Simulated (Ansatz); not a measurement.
The start is a generated cell, ZrO2 built in the AFLOW prototype A2B_oP12_62_2c_c (C25, as in HgCl2). Cell shape, volume and atoms are optimised at zero target pressure with PBEsol (plane waves to 420 eV, PAW, scalar-relativistic; Ansatz, a first-principles code). First-step values are on the input's coarse k-mesh.

Ansatz input (later rounds restart from its end on a renewed k-mesh):
Ansatz 0.2 input:
```yaml
crystal:
  lattice:
    - [9.5409512, 0, 0]
    - [0, 4.4674277, 0]
    - [0, 0, 3.2402524]
  atoms:
    - { symbol: Zr, position: [0.374, 0.75, 0.947] }
    - { symbol: Zr, position: [0.874, 0.75, 0.553] }
    - { symbol: Zr, position: [0.626, 0.25, 0.053] }
    - { symbol: Zr, position: [0.126, 0.25, 0.447] }
    - { symbol: O, position: [0.233, 0.75, 0.625] }
    - { symbol: O, position: [0.733, 0.75, 0.875] }
    - { symbol: O, position: [0.767, 0.25, 0.375] }
    - { symbol: O, position: [0.267, 0.25, 0.125] }
    - { symbol: O, position: [0.008, 0.75, 0.222] }
    - { symbol: O, position: [0.508, 0.75, 0.278] }
    - { symbol: O, position: [0.992, 0.25, 0.778] }
    - { symbol: O, position: [0.492, 0.25, 0.722] }
basis: { ecutwfc: 420, ecutrho_ratio: 4, xc_grid: 2, fft_grid_basis: typed }
kpoints: { mp_grid: { grid: [2, 4, 6] } }
hamiltonian:
  xc: pbesol
  dispersion: none
  pseudopotentials: { azcp: { folder: ./paw }, kind: paw }
scf: { occupations: { method: fermi_dirac, width: 0.05 } }
relax: { f_tol: 0.01, max_steps: 100, cell: { stress_tol: 0.02 } }
output: { forces: true, stress: true }
```

```yaml
outcome: The space group goes from Pnma (No. 62) to P4₂/nmc (No. 137), with 6 atoms in the primitive cell
energy_released: about 1.9 eV/atom
Shortest distances (start → end): "The closest pairs of elements (up to four, under 3.6 Å), start → end: O–Zr 1.67 → 2.07 Å; O–O 2.51 → 2.58 Å; Zr–Zr 3.24 → 3.58 Å"
optimiser_moves: 16
```

It ends as:

Space group P4₂/nmc, origin choice 1 (No. 137); a = b = 3.584 Å, c = 5.179 Å, α = β = γ = 90.00°

```tsv
atom	site	symmetry	x	y	z
Zr	2a	-4m2	0.0000	0.0000	0.0000
O	4d	2mm.	0.0000	0.5000	0.2012
```

Final values are on a 8×8×5 k-mesh of the relaxed cell. The start holds a very short contact (Zr–O 1.67 Å). No spin polarisation in the result.

The run could not lose the symmetry of its start.

The first start was generated by placing the elements on the sites of a structure type. A measured structure of ZrO2 has the same space group, P4₂/nmc (No. 137); the sites were not compared with it.
